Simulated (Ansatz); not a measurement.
Y5Ge3:
```cif
data_Ge6Y10
_chemical_formula_sum 'Y10 Ge6'
_space_group_name_H-M_alt 'P 1'
_space_group_IT_number 1
_cell_length_a 8.49705
_cell_length_b 8.49705
_cell_length_c 6.44041
_cell_angle_alpha 90.000
_cell_angle_beta 90.000
_cell_angle_gamma 120.000
loop_
_space_group_symop_operation_xyz
  'x, y, z'
loop_
_atom_site_label
_atom_site_type_symbol
_atom_site_fract_x
_atom_site_fract_y
_atom_site_fract_z
_atom_site_occupancy
Y1 Y 0.00000 0.75710 0.75000 1
Y2 Y 0.00000 0.24290 0.25000 1
Y3 Y 0.24290 0.00000 0.25000 1
Y4 Y 0.75710 0.00000 0.75000 1
Y5 Y 0.24290 0.24290 0.75000 1
Y6 Y 0.75710 0.75710 0.25000 1
Y7 Y 0.33333 0.66667 0.50000 1
Y8 Y 0.66667 0.33333 0.50000 1
Y9 Y 0.66667 0.33333 0.00000 1
Y10 Y 0.33333 0.66667 0.00000 1
Ge1 Ge 0.39301 0.00000 0.75000 1
Ge2 Ge 0.60699 0.00000 0.25000 1
Ge3 Ge 0.39301 0.39301 0.25000 1
Ge4 Ge 0.60699 0.60699 0.75000 1
Ge5 Ge 0.00000 0.39301 0.75000 1
Ge6 Ge 0.00000 0.60699 0.25000 1
```

Relaxed with r²SCAN.

Question: Which orbitals make up the states near the Fermi level in r²SCAN (plane waves, PAW; program Ansatz)?

Answer: Within 0.5 eV of the Fermi level: Y 4d 86 %, Ge 4p 7 %. Projections are on Löwdin-orthogonalised atomic valence shells; empty p or d shells of many metals are not among them.

Question: Tabulate the density of states.

Answer: States/eV per cell of 16 atoms, in 0.25 eV bins, energy from the Fermi level.

```csv
E (eV),total,Y 4d,Ge 4p,Y 5s
-7.85,2.46,0.50,0.02,0.08
-7.60,0.00,0.00,0.00,0.00
-7.35,0.00,0.00,0.00,0.00
-7.10,0.00,0.00,0.00,0.00
-6.85,0.00,0.00,0.00,0.00
-6.60,0.00,0.00,0.00,0.00
-6.35,0.00,0.00,0.00,0.00
-6.10,0.00,0.00,0.00,0.00
-5.85,0.00,0.00,0.00,0.00
-5.60,0.00,0.00,0.00,0.00
-5.35,0.00,0.00,0.00,0.00
-5.10,0.00,0.00,0.00,0.00
-4.85,0.00,0.00,0.00,0.00
-4.60,0.00,0.00,0.00,0.00
-4.35,0.00,0.00,0.00,0.00
-4.10,2.07,0.48,0.96,0.51
-3.85,4.97,1.14,2.39,1.18
-3.60,14.66,3.94,7.30,2.69
-3.35,9.61,2.82,5.02,1.31
-3.10,4.24,1.31,2.14,0.53
-2.85,8.65,2.86,4.37,0.89
-2.60,8.00,2.90,4.01,0.72
-2.35,11.69,4.21,6.30,0.73
-2.10,13.89,5.08,7.61,0.67
-1.85,18.93,6.77,10.76,0.56
-1.60,11.01,3.69,6.29,0.50
-1.35,19.81,8.66,9.97,0.37
-1.10,15.78,8.33,6.54,0.39
-0.85,1.93,1.37,0.28,0.21
-0.60,8.37,5.81,1.20,0.95
-0.35,7.82,6.01,1.01,0.44
-0.10,7.16,6.33,0.41,0.16
0.15,9.11,8.10,0.48,0.20
0.40,11.41,10.42,0.44,0.16
0.65,10.66,9.47,0.69,0.19
0.90,11.30,9.81,0.72,0.29
1.15,17.69,15.50,0.73,0.44
1.40,13.89,12.07,0.65,0.36
1.65,12.33,10.61,0.67,0.33
1.90,8.59,7.08,0.56,0.37
2.15,11.77,9.29,0.92,0.66
2.40,12.90,10.10,1.25,0.54
2.65,12.39,9.79,1.18,0.42
2.90,14.74,11.52,1.24,0.65
3.15,16.19,13.04,1.33,0.53
3.40,18.43,14.76,1.14,0.91
3.65,18.01,13.65,1.33,1.06
3.90,21.67,15.89,1.71,1.23
```

Space group P6_3/mcm. The workflow started from a Materials Project entry (that database holds measured and hypothetical structures alike); the Crystallography Open Database copy checked does not list it. Its standing as an ambient phase is unchecked. The r²SCAN relaxation kept the symmetry of its start; whether a distortion lowers the energy is not shown. No spin polarisation was allowed. Scalar-relativistic: spin–orbit coupling is off unless named, which matters more the heavier the elements.

Potentials: the later of the program's two PAW sets.
